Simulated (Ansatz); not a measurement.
Co2C:
```
CELL_PARAMETERS angstrom
      4.25472     0.00000     0.00000
      0.00000     4.27694     0.00000
      0.00000     0.00000     2.81982
ATOMIC_POSITIONS crystal
  Co 0.64532 0.74513 0.00000
  Co 0.35468 0.25487 0.00000
  Co 0.85468 0.24513 0.50000
  Co 0.14532 0.75487 0.50000
  C  0.00000 0.00000 0.00000
  C  0.50000 0.50000 0.50000
```

Relaxed with LDA. Special points in fractions of this cell's reciprocal vectors: Γ (0.000, 0.000, 0.000); X (0.500, 0.000, 0.000); S (0.500, 0.500, 0.000); Y (0.000, 0.500, 0.000); Z (0.000, 0.000, 0.500); U (0.500, 0.000, 0.500); R (0.500, 0.500, 0.500); T (0.000, 0.500, 0.500).

Problem. List the band energies nearest the Fermi level at these points for plane-wave PAW LDA (Ansatz code).

Solution. In eV from the Fermi level; about four levels below and three above (degenerate sets whole), none deeper than 8.9 eV; points with the same levels are listed once.

| k | below | above |
|---|---|---|
| Γ | -1.31 -0.61 -0.47 -0.03 | 0.09 0.70 1.51 |
| X | -1.20 -1.20 -0.59 -0.59 | 0.97 0.97 2.10 2.10 |
| S | -0.70 -0.70 -0.19 -0.19 | 3.74 3.74 4.41 4.41 |
| Y | -0.63 -0.63 -0.20 -0.20 | 0.02 0.02 2.57 2.57 |
| Z | -0.56 -0.56 -0.35 -0.35 | 1.47 1.47 1.79 1.79 |
| U | -0.66 -0.66 -0.12 -0.12 | 0.21 0.21 0.31 0.31 |
| R | -0.61 -0.61 -0.37 -0.37 | 0.24 0.24 1.87 1.87 |
| T | -0.51 -0.51 -0.50 -0.50 | 0.53 0.53 2.54 2.54 |

Space group Pnnm. The workflow started from a Materials Project entry (that database holds measured and hypothetical structures alike); the Crystallography Open Database files this formula in space group No. 58, but the cells were not matched. Its standing as an ambient phase is unchecked. Symmetry was held in the LDA relaxation; its stability against distortions is not shown here. No spin polarisation was allowed.

Potentials: the later of the program's two PAW sets.
